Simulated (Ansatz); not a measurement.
## Ansatz 0.2.0, settings compared: Y₃NiGe₂F₃

Run with:

```bash
ansatz run input.yaml --threads 1 --pin off --max-ram 2560MiB --backend cpu --events-out ev --progress --plain --runs-dir out
```

Input:

```yaml
crystal:
  lattice:
    - [3.420411, 5.924324, 0.0]
    - [-3.420411, 5.924324, 0.0]
    - [0.0, 0.0, 4.092324]
  atoms:
    - { symbol: F, position: [0.2268, 0.7732, 0.5] }
    - { symbol: F, position: [0.7732, 0.0, 0.5] }
    - { symbol: F, position: [0.0, 0.2268, 0.5] }
    - { symbol: "Y", position: [0.5963, 0.4037, 0.0] }
    - { symbol: "Y", position: [0.4037, 0.0, 0.0] }
    - { symbol: "Y", position: [0.0, 0.5963, 0.0] }
    - { symbol: Ge, position: [0.33333, 0.33334, 0.5] }
    - { symbol: Ge, position: [0.66667, 0.66666, 0.5] }
    - { symbol: Ni, position: [0.0, 0.0, 0.0] }
  symmetry: { tolerance: 0.0003 }
kpoints:
  mp_grid: { grid: [3, 3, 5], shift: [0, 0, 0] }
magnetization:
  spin_polarized: false
scf:
  occupations: { method: gaussian, width: 0.0531 }
hamiltonian:
  pseudopotentials: { kind: paw }
  xc: pbe
basis:
  ecutwfc: 420
output:
  forces: true
  stress: true
  eigenvalues: true
```

Origin of the cell: a known structure type with other elements, at an estimated volume, so it need not be a known compound.

Output of this run (shortened):

```
Warning: the atoms were moved onto the symmetric positions of the space group found under crystal.symmetry.tolerance 3.0e-4 (fractional; no operation is sought that the atoms, as they stand i […]
Pseudopotentials: kind: paw
Pseudopotential: F, paw, valence charge 7, recommended cutoff 420 eV (normal), F.paw.azcp
Pseudopotential: Y, paw, valence charge 11, recommended cutoff 420 eV (normal), Y.paw.azcp
Pseudopotential: Ge, paw, valence charge 14, recommended cutoff 420 eV (normal), Ge.paw.azcp
Pseudopotential: Ni, paw, valence charge 18, recommended cutoff 420 eV (normal), Ni.paw.azcp
Functional definition: PBE
  exchange = pbe_x(kappa = kappa, mu = beta*pi^2/3)
  correlation = pbe_c(beta = beta)
Crystal: 9 atoms, lattice volume = 165.851 Å³
Basis set: ecut = 420 eV, 3253 PW (Γ), exchange–correlation on 96×96×60 points (8 copies of the dense FFT grid, shifted against one another)
Bands: 60, of which v1, the nominal top of the filled ones, is band 50 counted from 1 (49 counted from 0)
[… 11 lines left out …]
Initial density: superposition of atomic densities (neutral atoms: chi_scale 0, normalization atom), corrected by the library's trained network
Functional: x = pbe(κ = 0.804, μ = 0.219515), c = pbe(β = 0.066725)
SCF iter   1: F=—  HF=-28400.172217 eV  Δρ=2.09e-2  dr2=6.59e-1  defer=1
SCF iter   2: F=—  HF=-28400.137601 eV  Δρ=3.54e-3  dr2=2.16e-2  defer=9
SCF iter   3: F=—  HF=-28400.137843 eV  Δρ=2.01e-3  dr2=4.65e-3  defer=21
SCF iter   4: F=—  HF=-28400.138764 eV  Δρ=3.75e-4  dr2=3.09e-4  defer=21
SCF iter   5: F=—  HF=-28400.138831 eV  Δρ=1.45e-4  dr2=3.09e-5  defer=21
SCF iter   6: F=—  HF=-28400.138777 eV  Δρ=4.34e-5  dr2=3.36e-6  defer=21
SCF iter   7: F=—  HF=-28400.138777 eV  Δρ=1.54e-5  dr2=5.81e-7  defer=21
SCF iter   8: F=—  HF=-28400.138777 eV  Δρ=7.80e-6  dr2=1.05e-7  defer=21
SCF iter   9: F=-28400.138777 eV  HF=-28400.138777 eV  Δρ=3.35e-6  dr2=3.29e-8
SCF 1 converged in 9 iterations: F = -28400.138777 eV  dr2 = 3.29e-8
SCF converged after 9 iterations
Free energy (F): -28400.138777 eV
Harris-Foulkes:  -28400.138777 eV  (|F-HF|=4.73e-8)
Internal energy: -28400.125857 eV  (E = F + TS)
E sigma→0 (E₀):  -28400.132317 eV
Entropy (-TS):   -0.012920 eV (-1.436 meV/atom)
Fermi energy:    10.012119 eV
--- Per-component energies (eV) ---
  E_band       = -1008.946970
  E_kinetic    = 2040.847272
  E_local      = -12708.934280  (includes V_loc(G=0)·N_el)
  E_nonlocal   = 1854.703515
  E_hartree    = 5235.046948
  E_xc         = -993.919739
  E_vxc        = -1140.406787  (∫ρ·V_xc dr)
  E_paw        = -14754.856900  (= ΣΔE_a)
  E_vpaw       = -1525.260384  (= ΣTr[D̂ρ^β])
  E_aug_tail   = 0.007122  (compensation charges beyond the density's cutoff)
  E_ewald      = -9073.019795
  E_smearing   = -0.012920  (= −TS)
  Σ components = -28400.138777   (vs F -28400.138777, Δ=0.00e0)
--- Forces (eV/Å), atoms counted from 1 ---
  atom   1  F     -0.303340     0.000000     0.000000
  atom   2  F      0.151670     0.262700    -0.000000
  atom   3  F      0.151670    -0.262700    -0.000000
  atom   4  Y      0.902671     0.000000    -0.000000
  atom   5  Y     -0.451336    -0.781736     0.000000
  atom   6  Y     -0.451336     0.781736     0.000000
  atom   7  Ge     0.000000    -0.000000    -0.000000
  atom   8  Ge    -0.000000     0.000000     0.000000
  atom   9  Ni    -0.000000     0.000000     0.000000
  max |Σ_I F_I| component: 1.14e-16 eV/Å
--- Stress (GPa, compression-positive) ---
        4.781824       0.000000      -0.000000
       -0.000000       4.781824       0.000000
       -0.000000       0.000000      -5.535985
  P = ⅓ Tr σ = 1.3426 GPa (13.426 kbar)
```

The same input was run again with these changes:

1. `hamiltonian.xc` pbe → revpbe
2. `scf.lower_state_search` default → "off"; `accuracy` default → medium; `scf.mixing.preconditioner` default → ldos
3. `scf.mixing.preconditioner` default → kerker

```json
{"run": "base", "end": "converged", "SCF iterations": "9", "P (GPa)": "1.34", "max force component (eV/Å)": "0.903", "moment (μB)": "–", "ΔE(σ→0) (meV/atom)": "0"}
{"run": "1", "end": "converged", "SCF iterations": "9", "P (GPa)": "3.26", "max force component (eV/Å)": "0.862", "moment (μB)": "–", "ΔE(σ→0) (meV/atom)": "–"}
{"run": "2", "end": "converged", "SCF iterations": "12", "P (GPa)": "1.34", "max force component (eV/Å)": "0.903", "moment (μB)": "–", "ΔE(σ→0) (meV/atom)": "0.00"}
{"run": "3", "end": "converged", "SCF iterations": "13", "P (GPa)": "1.34", "max force component (eV/Å)": "0.903", "moment (μB)": "–", "ΔE(σ→0) (meV/atom)": "0.00"}
```

Energies are compared only where functional, datasets, charge and starting cell are the same.

Caveats of the base run: no spin polarisation, so a magnetic state may lie lower; the k mesh is coarse if the cell is a metal.

Run 1: forces of this functional can be a tenth off on datasets made under PBE.

The base run ran for 11 s on 1 thread of Arm Neoverse V1 (shared host), peak memory 0.42 GiB, from the program's own first density.
